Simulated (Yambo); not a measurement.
How GW settings move the gap: SrCuTeF

G0W0@PBEsol for SrCuTeF (space group P4/nmm, No. 129) in Yambo. Reference settings: 2×2×1 Γ-centred k mesh, bands 9 to 264 and a 7 Ry block in the screening, 264 bands in G with the Bruneval-Gonze terminator, plasmon pole fitted at 27.2 eV. The PBEsol gap Γ → Γ on this mesh is 1.43 eV; G0W0 gaps are taken between the same points.

| change from the reference | G0W0 gap Γ → Γ (eV) | shift of the valence edge (eV) | rough Yambo cost |
|---|---|---|---|
| reference settings | 2.25 | -0.58 | 1 |
| 83 bands in W, 83 bands in G | 2.67 | -0.30 | about 1/4 |
| 158 bands in W, 158 bands in G | 2.34 | -0.49 | within a factor of two |
| 211 bands in W, 211 bands in G | 2.27 | -0.55 | within a factor of two |
| wavefunctions cut at 10 Ry | 2.07 | -0.07 | about 1/2 |
| 83 bands in W, 83 bands in G, 3 Ry block | 2.88 | -0.56 | about 1/5 |
| 158 bands in W, 158 bands in G, 3 Ry block | 2.53 | -0.70 | about 1/2 |
| 158 bands in W, 158 bands in G, 4 Ry block | 2.41 | -0.56 | about 1/2 |
| 211 bands in W, 211 bands in G, 6 Ry block | 2.30 | -0.56 | within a factor of two |
| 2 Ry block | 2.65 | -0.89 | within a factor of two |
| 1×1×1 mesh | 1.87 | -0.38 | about 1/6 |
| 158 bands in W, 158 bands in G, 3 Ry block, no terminator | 2.51 | -0.56 | about 1/2 |
| 158 bands in W, 158 bands in G, no terminator | 2.31 | -0.26 | within a factor of two |
| 3 Ry block, no terminator | 2.40 | -0.66 | within a factor of two |
| 211 bands in W, 211 bands in G, no terminator | 2.23 | -0.35 | within a factor of two |

The reference isn't shown to be the converged limit. Costs are rough (shared machines), scaled to the same edge states, and given only for runs that recompute the screening.

Without spin-orbit coupling, band edges of such heavy elements can be off by tenths of an eV. The filled Cu 3d shell has no Hubbard U; semilocal functionals place it too high.

The standard potential for Te keeps a d shell in the valence without the s and p states of that shell. In tests on such compounds this moved G0W0 gaps by up to about 0.9 eV, so absolute quasiparticle energies here are unreliable; differences between settings are what counts.

Geometry of the Materials Project entry, not relaxed at this level; primitive cell a = b = 4.2764 Å, c = 9.2216 Å, α = β = γ = 90.00°.

The structure is a Materials Project entry; no match was found in the copy of COD used, and its stability was not checked.

A shift is the quasiparticle energy of the state minus its PBEsol energy.
